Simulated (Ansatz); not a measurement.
Polymorphs of Se, each relaxed with PBEsol (plane waves, PAW; program Ansatz):

A: diamond (Fd-3m)
a = 6.2218 Å, b = 6.2218 Å, c = 6.2218 Å, α = 90.00°, β = 90.00°, γ = 90.00°

```
atom  site  symmetry       x       y       z
----  ----  --------  ------  ------  ------
Se      8b      -43m  0.5000  0.5000  0.5000
```

B: R-3
a = 10.701 Å, b = 10.701 Å, c = 4.573 Å, α = 90.00°, β = 90.00°, γ = 120.00°

```
atom  site  symmetry       x       y       z
----  ----  --------  ------  ------  ------
Se     18f         1  0.0410  0.2172  0.1260
```

### Question
Rank these by energy per atom at 0 K (lowest first), as PBEsol gives it.

### Answer
B (+0 meV/atom), A (+504 meV/atom)

### Question
Give each one's gap.

### Answer
A no gap; B 0.86 eV.

Typed or built starts, not in the databases checked: A. Not the usual ambient phase: A; B. Weakly bound layers, chains or molecules computed without a dispersion correction, so cells and soft constants are ill determined: B. Unstable at this level: A. All cells were relaxed under the symmetry of their starts (and spin orders); stability against distortions was not tested throughout. Spin–orbit coupling is left out wherever it is not named.

Energies hold the estimated change up to a 700 eV cutoff; steps of a few meV lie near the error of the meshes.

Potentials: the later of the program's two PAW sets.
